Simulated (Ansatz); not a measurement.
A relaxed structure of ZnCu2SnSe4 is spoiled in several ways and relaxed again each time (noise and exchanges are one random draw each; squeezed and stretched starts keep its symmetry, which their runs cannot lower; pressure is positive under compression). All values below come from r2SCAN (plane waves to 500 eV, PAW, scalar-relativistic; Ansatz, an electronic-structure program).

Space group I-4 (No. 82); a = b = 5.7001 Å, c = 11.3795 Å, α = β = γ = 90.00°

| atom | site | symmetry | x | y | z |
|---|---|---|---|---|---|
| Cu | 2a | -4.. | 0.0000 | 0.0000 | 0.0000 |
| Cu | 2c | -4.. | 0.0000 | 0.5000 | 0.2500 |
| Zn | 2d | -4.. | 0.5000 | 0.0000 | 0.2500 |
| Sn | 2b | -4.. | 0.0000 | 0.0000 | 0.5000 |
| Se | 8g | 1 | 0.2591 | 0.2668 | 0.3701 |
(The calculation used a cell of 8 atoms; values per cell refer to that cell.)

Task: One start gave a first pressure of +11.3 GPa, a largest first force of 0.32 eV/Å and released 0.09 eV/atom. Which change was it?
A. squeezed uniformly to 88 % of its volume
B. shaken by Gaussian noise of σ = 0.08 Å a coordinate

Result: A, squeezed uniformly to 88 % of its volume. All starts:

| change | first pressure (GPa) | largest first force (eV/Å) | released (eV/atom) | moves | outcome | final group | E − E(parent) (eV/atom) |
|---|---|---|---|---|---|---|---|
| squeezed uniformly to 88 % of its volume | 11.3 | 0.32 | 0.09 | 5 | returns to the parent | I-4 | 0.000 |
| shaken by Gaussian noise of σ = 0.08 Å a coordinate | 0.9 | 2.52 | 0.06 | 5 | returns to the parent | I-4 | 0.000 |

First-step values come from each run's starting, coarser k-mesh (6×6×6, 5×5×6). The runs use different k-meshes, so differences are rounded accordingly. No spin polarisation in the result.
